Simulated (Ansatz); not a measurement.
A relaxed structure of ZnS. Method: PBE (plane waves to 420 eV, PAW, scalar-relativistic; Ansatz, an electronic-structure program).

```xyz
2
Lattice="0.0000 2.7218 2.7218 2.7218 0.0000 2.7218 2.7218 2.7218 0.0000" Properties=species:S:1:pos:R:3 pbc="T T T"
S      4.0827     4.0827     4.0827
Zn     0.0000     0.0000     0.0000
```

Problem. Determine the symmetry and give the standard cell with its independent sites.

Solution. Space group F-43m (No. 216); a = b = c = 5.444 Å, α = β = γ = 90.00°

```csv
atom,site,symmetry,x,y,z
S,4c,-43m,0.2500,0.2500,0.2500
Zn,4a,-43m,0.0000,0.0000,0.0000
```

This is the zinc blende type.

Problem. Give the shortest distances between elements (the closest pairs, up to four, under 3.6 Å).

Solution. S–Zn 2.36 Å.

The volume per atom comes out as 20.16 Å³ and the band gap comes out as 2.01 eV, direct at Γ (no spin-orbit coupling).

No spin polarisation in the result.

Measured for ZnS: a 5.41 Å (room temperature; as listed in Martin Albrecht, Beate Paulus, Hermann Stoll, Phys. Rev. B (1997)); gap 3.94 eV (static lattice; corrected from measurement; as listed in Wei Chen et al., Physical Review Materials (2018)). Computed minus measured — a: PBE +0.6 %; gap: PBE -1.93 eV. The computed values are for a static lattice, and a measured gap can be an optical one, lowered by exciton binding.

The run could not lose the symmetry of its start.
